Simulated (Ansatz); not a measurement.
input.yaml (Ansatz)

```yaml
crystal:
  lattice:
    - [3.057191327, 0.0, 0.0]
    - [-1.5285956635, 2.6476053535, 0.0]
    - [0.0, 0.0, 5.2002311996]
  atoms:
    - { symbol: Au, position: [0.3333333333, 0.6666666667, 0.25] }
    - { symbol: Au, position: [0.6666666667, 0.3333333333, 0.75] }
hamiltonian:
  xc: blyp
  pseudopotentials:
    kind: paw
    azcp:
      Au: "pseudopotentials/Au.paw.azcp"
basis:
  ecutwfc: 420
  fft_grid_basis: typed
kpoints:
  mp_grid: { grid: [14, 14, 7], shift: [0, 0, 0] }
magnetization:
  spin_polarized: false
scf:
  occupations: { method: fermi_dirac, width: 0.1 }
  lower_state_search: "off"
output:
  stress: true
```

Output

```
Engine: ansatz 0.2.0, aarch64-unknown-linux-gnu
Pseudopotentials: kind: paw
Pseudopotential: Au, paw, valence charge 19, recommended cutoff 420 eV (normal) 
Functional definition: BLYP
  parameter beta = 0.0042
  parameter a = 0.04918
  parameter b = 0.132
  parameter c = 0.2533
  parameter d = 0.349
  exchange = b88_x(beta = beta)
  correlation = lyp_c(a = a, b = b, c = c, d = d)
Crystal: 2 atoms, lattice volume = 42.092 Å³
Basis set: ecut = 420 eV, 809 PW (Γ), exchange–correlation on 48×48×72 points (8 copies of the dense FFT grid, shifted against one another)
Bands: 23, of which v1, the nominal top of the filled ones, is band 19 counted from 1 (18 counted from 0)
Symmetry: 24 space group operations
Space group: P63/mmc (ITA 194), of the structure as read, at distance tolerance 3.5e-5 Å
k-points: 96 of 1372
Non-local potential: Au, projectors of the file, l = 0: 3, l = 1: 2, l = 2: 2, l = 3: 1
PAW form: soft (Blöchl's): semilocal exchange-correlation on the pseudo side does not see the compensation charge
PAW frozen core: Au, regenerated for the run's functional, and the local potential with it (the file was generated under x = pbe(κ = 0.804, μ = 0.2195149727645171), c = pbe(β = 0.06672455060314922))
PAW one-centre angular grid: Au, 590 points (default); XC on 64 Gauss nodes
Initial density: superposition of atomic densities (neutral atoms: chi_scale 0, normalization atom), corrected by the library's trained network
Initial wavefunctions: pseudopotential atomic-orbital guess
Functional: x = b88, c = lyp
SCF iter   1: F=—  HF=-26351.945930 eV  |F-HF|=—  |Δ(HF+E_count)|=         —  Δρ=5.19e-3  dr2=1.07e-2  ethr=1.77e-3  ⟨swp⟩=4.9  Hψ=8336  notcnv=0
SCF iter   2: F=—  HF=-26351.946602 eV  |F-HF|=—  |Δ(HF+E_count)|=   6.72e-4  Δρ=3.22e-3  dr2=3.78e-3  ethr=2.82e-5  ⟨swp⟩=1.1  Hψ=3068  notcnv=0
SCF iter   3: F=—  HF=-26351.947033 eV  |F-HF|=—  |Δ(HF+E_count)|=   4.31e-4  Δρ=6.74e-4  dr2=1.45e-4  ethr=9.94e-6  ⟨swp⟩=2.6  Hψ=3176  notcnv=0
SCF iter   4: F=—  HF=-26351.947144 eV  |F-HF|=—  |Δ(HF+E_count)|=   1.12e-4  Δρ=1.41e-4  dr2=7.11e-6  ethr=3.82e-7  ⟨swp⟩=2.0  Hψ=3103  notcnv=0
SCF iter   5: F=—  HF=-26351.947159 eV  |F-HF|=—  |Δ(HF+E_count)|=   1.43e-5  Δρ=4.54e-5  dr2=7.92e-7  ethr=1.87e-8  ⟨swp⟩=2.0  Hψ=3091  notcnv=0
SCF iter   6: F=—  HF=-26351.947159 eV  |F-HF|=—  |Δ(HF+E_count)|=   6.34e-7  Δρ=1.50e-5  dr2=1.01e-7  ethr=2.63e-10  ⟨swp⟩=4.5  Hψ=7513  notcnv=0
SCF iter   7: F=-26351.947159 eV  HF=-26351.947159 eV  |F-HF|=1.63e-9  |Δ(HF+E_count)|=   2.79e-9  Δρ=2.62e-6  dr2=2.85e-9  ethr=2.63e-10  ⟨swp⟩=4.0  Hψ=7090  notcnv=0
SCF 1 converged in 7 iterations: F = -26351.947159 eV  dr2 = 2.85e-9
SCF converged after 7 iterations
Free energy (F): -26351.947159 eV
Harris-Foulkes:  -26351.947159 eV  (|F-HF|=1.63e-9)
Internal energy: -26351.921926 eV  (E = F + TS)
E sigma→0 (E₀):  -26351.934543 eV
Entropy (-TS):   -0.025233 eV (-12.617 meV/atom)
Fermi energy:    15.891956 eV
--- Per-component energies (eV) ---
  E_band       = -565.120402
  E_kinetic    = 1206.666960
  E_local      = -4031.823622  (includes V_loc(G=0)·N_el)
  E_nonlocal   = 144.236521
  E_hartree    = 1686.172735
  E_xc         = -447.116188
  E_vxc        = -537.786049  (∫ρ·V_xc dr)
  E_paw        = -19473.751078  (= ΣΔE_a)
  E_vpaw       = -718.761312  (= ΣTr[D̂ρ^β])
  E_aug_tail   = 0.002645  (compensation charges beyond the density's cutoff)
  E_ewald      = -5436.594483
  E_core_change = 0.284584  (= ΣΔE_core)
  E_smearing   = -0.025233  (= −TS)
  E_closure    = -0.000000  (closes the sum)
  Σ components = -26351.947159   (vs F -26351.947159, Δ=0.00e0)
--- Stress (GPa, compression-positive) ---
       -6.180207      -0.000000       0.000000
        0.000000      -6.180207       0.000000
        0.000000       0.000000      -5.804608
  P = ⅓ Tr σ = -6.0550 GPa (-60.550 kbar)
```
